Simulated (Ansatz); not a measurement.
AlGa2P3: rattling a relaxed structure

It was reached by relaxing an invented guess, and it needn't be the stable form of this composition.

All numbers below come from DFT PBE, scalar-relativistic, plane waves, PAW in Ansatz 0.2.0. Cutoff 420 eV; k points 10×10×10 on the computed 6-atom cell (Γ-centred); Gaussian smearing, width 0.02 eV; no spin polarisation.

The cell below (6 atoms, space group I-4m2 (No. 119)) is relaxed within its symmetry.

```
CELL_PARAMETERS angstrom
-1.94733 1.94733 8.25766
1.94733 -1.94733 8.25766
1.94733 1.94733 -8.25766
ATOMIC_POSITIONS crystal
Al 0.50000 0.50000 0.00000
Ga 0.83333 0.83333 0.00000
Ga 0.16667 0.16667 0.00000
P 0.41704 0.91704 0.50000
P 0.08296 0.58296 0.50000
P 0.75000 0.25000 0.50000
```

For the test a repeat of it with 12 atoms (edges 3.89, 7.79, 8.70 Å) was strained at random (σ = 1.5 % a component), the atoms were moved at random (σ = 0.10 Å), and all was relaxed again on a coarse 4×2×4 mesh (in the run’s order of axes) with 0.10 eV smearing, with no symmetry imposed.

Question: Does it come back?

Answer: It returns, within 1 meV/atom of the unmoved cell on that mesh and with the same symmetry when read at 0.1 Å. No instability shows in this cell; modes of other wave vectors, which need another repeat, aren't tested.
